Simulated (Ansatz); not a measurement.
TiAs (CsCl type, Pm-3m) at seven volumes, r²SCAN in the plane-wave PAW code Ansatz, scaled uniformly. One row is withheld.

| V (Å³/atom) | P (GPa) |
|---|---|
| 14.677 | ? |
| 15.161 | 9.12 |
| 15.645 | 4.23 |
| 16.129 | 0.00 |
| 16.613 | -3.61 |
| 17.097 | -6.68 |
| 17.580 | -9.30 |

Q: Fit the shown pressures and predict the withheld one.

A: P = (3/2)B₀(x^(7/2) − x^(5/2))[1 + (3/4)(B′ − 4)(x − 1)] with x = (V₀/V)^(2/3). Least squares on the six rows gives V₀ = 16.129 Å³/atom, B₀ = 129 GPa, B′ = 4.20. At V = 14.677, x = 1.0649 and P = 14.84 GPa. The run itself gave 14.73 GPa.

The cell is a constructed one: a structure type filled with these elements; neither database checked (COD, Materials Project) lists it. COD files the formula under space group No. 194, so this cell is another polymorph or a model. Its standing as an ambient phase is unchecked. The r²SCAN relaxation kept the symmetry of its start. At this level the phase is mechanically unstable. No spin polarisation was allowed.

Potentials: the earlier of the program's two PAW sets.
